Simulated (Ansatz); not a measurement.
CaCd₂ in space group Imma (No. 74; Ca on 4e, Cd on 8h), plane-wave PAW PBE (Ansatz code), all energies at zero smearing, with the estimated change up to a 700 eV cutoff added, with one set of potentials and settings (totals compare only within such a set). Cell of 6 atoms (2 Ca, 4 Cd): -36653.615 eV.

| element | reference phase | E (eV/atom) |
|---|---|---|
| Ca | Fm-3m, 1 atoms in the cell | -1816.8597 |
| Cd | P6_3/mmc, 2 atoms in the cell | -8254.4547 |

Formation energy per atom, worked out: (-36653.615 − 2×(-1816.8597) − 4×(-8254.4547))/6 = -0.346 eV/atom (-33 kJ per mol of atoms), at 0 K, without zero-point energy or fitted corrections.

The workflow started from a Materials Project entry (that database holds measured and hypothetical structures alike); the Crystallography Open Database copy checked does not list it. Whether it is the stable phase at ambient conditions was not checked. The cell was relaxed with PBE under the symmetry of its start; whether a distortion lowers the energy is not shown. The references are the lowest solids computed at this level, not always the standard phases.

Potentials: the later of the program's two PAW sets.
